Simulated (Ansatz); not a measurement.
Al2Ru:
Space group Fddd, origin choice 1 (No. 70); a = 4.701 Å, b = 7.976 Å, c = 8.770 Å, α = β = γ = 90.00°

| atom | site | symmetry | x | y | z |
|---|---|---|---|---|---|
| Al | 16f | .2. | 0.0000 | 0.1711 | 0.0000 |
| Ru | 8b | 222 | 0.5000 | 0.5000 | 0.5000 |
(The calculation used a cell of 6 atoms; values per cell refer to that cell.)

Relaxed at zero pressure with the program Ansatz at the PBEsol level (PAW).

Q: The volume is lowered by 6 % and shape and atoms relax at that volume. What pressure results, and how do the axes share the change?

A: 12.7 GPa; a -2.0 %, b -2.3 %, c -1.8 %; the energy rises by 31 meV/atom.

Q: Give the new structure.

A: 
Space group Fddd, origin choice 1 (No. 70); a = 4.606 Å, b = 7.789 Å, c = 8.615 Å, α = β = γ = 90.00°

```csv
atom,site,symmetry,x,y,z
Al,16f,.2.,0.0000,0.1702,0.0000
Ru,8b,222,0.5000,0.5000,0.5000
```

The phase is kept; no other phase was compared at this pressure.

The workflow started from a Materials Project entry (that database holds measured and hypothetical structures alike); the Crystallography Open Database copy checked does not list it. With Al and Ru taken as one species the cell has the higher symmetry Fddd, so it may be an ordered model of a mixed-site phase. Whether it is the stable phase at ambient conditions was not checked. The PBEsol relaxation kept the symmetry of its start; phonons on a q-mesh show no instability. The run is not spin-polarised.

Potentials: the later of the program's two PAW sets.
